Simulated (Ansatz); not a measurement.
SiGe (NiAs type, P6_3/mmc) under volume change, r²SCAN (plane waves, PAW; program Ansatz), shape and atoms relaxed at each volume.

| V (Å³/atom) | E − E(relaxed) (meV/atom) | P (GPa) |
|---|---|---|
| 16.382 | 40.2 | 8.73 |
| 16.922 | 18.3 | 5.81 |
| 17.462 | 4.2 | 2.63 |
| 18.002 | 0.0 | 0.00 |
| 18.542 | 3.9 | -2.24 |
| 19.082 | 14.7 | -4.15 |
| 19.622 | 31.5 | -5.76 |

Task: What does a third-order Birch–Murnaghan fit give for V₀, B₀ and B′?

Result: V₀ = 18.02 Å³/atom, B₀ = 79.3 GPa, B′ = 3.4.

The cell is a constructed one: a structure type filled with these elements; neither database checked (COD, Materials Project) lists it. Whether it is the stable phase at ambient conditions was not checked. Symmetry was held in the r²SCAN relaxation; whether a distortion lowers the energy is not shown.

Potentials: the earlier of the program's two PAW sets.
